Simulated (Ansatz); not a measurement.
With the program Ansatz at the r²SCAN level (PAW), HfBN in the hexagonal phase (P6_3/mmc; Hf on 2a, B on 2c, N on 2d) relaxes to a = 3.163 Å, c = 6.863 Å. Its formation energy from the elements is 0.17 eV/atom, with no fitted shifts.

Electronic character: metallic (no gap). Gap from r²SCAN with spin–orbit coupling: none (metallic).

The bulk modulus is 187 GPa. Bader charges are Hf +1.77, B -0.13, N -1.63 e.

The start of the workflow was typed in or built on a structure type; neither database checked (COD, Materials Project) lists it. Its standing as an ambient phase is unchecked. The cell was relaxed with r²SCAN under the symmetry of its start; whether a distortion lowers the energy is not shown. No spin polarisation was allowed. The volume moved by 21 % from the start of the relaxation. Its formation energy is positive at this level, so the cell may be metastable or incomplete. The references are the lowest solids computed at this level, not always the standard phases (solids in place of the gases). Spin–orbit coupling is left out wherever it is not named.

Potentials: the earlier of the program's two PAW sets.
